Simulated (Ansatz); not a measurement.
Ti₂B:
```cif
data_B3Ti6
_chemical_formula_sum 'Ti6 B3'
_space_group_name_H-M_alt 'R-3m :H'
_space_group_IT_number 166
_space_group_name_Hall '-R 3 2"'
_cell_length_a 3.16529
_cell_length_b 3.16529
_cell_length_c 14.14192
_cell_angle_alpha 90.000
_cell_angle_beta 90.000
_cell_angle_gamma 120.000
loop_
_atom_site_label
_atom_site_type_symbol
_atom_site_symmetry_multiplicity
_atom_site_Wyckoff_symbol
_atom_site_fract_x
_atom_site_fract_y
_atom_site_fract_z
_atom_site_occupancy
Ti1 Ti 6 c 0.00000 0.00000 0.24807 1
B1 B 3 a 0.00000 0.00000 0.00000 1
```
(The calculation used a cell of 3 atoms; values per cell refer to that cell.)

Relaxed at zero pressure with PBE+D3(BJ) (plane waves, PAW; program Ansatz).

Task: The volume is lowered by 9 % and shape and atoms relax at that volume. What pressure results, and how do the axes share the change?

Result: 12.5 GPa; a -0.5 %, b -0.5 %, c -8.0 %; the energy rises by 47 meV/atom.

Task: Give the new structure.

Result: 
Space group R-3m, hexagonal axes (No. 166); a = b = 3.1485 Å, c = 13.0071 Å, α = β = 90.00°, γ = 120.00°

```tsv
atom	site	symmetry	x	y	z
Ti	6c	3m	0.0000	0.0000	0.2451
B	3a	-3m	0.0000	0.0000	0.0000
```

The phase is kept; no other phase was compared at this pressure.

The start of the workflow was typed in or built on a structure type; neither database checked (COD, Materials Project) lists it. Its standing as an ambient phase is unchecked. The cell was relaxed with PBE+D3(BJ) under the symmetry of its start; its stability against distortions is not shown here. The run is not spin-polarised. The volume moved by -28 % from the start of the relaxation.

Potentials: the earlier of the program's two PAW sets.
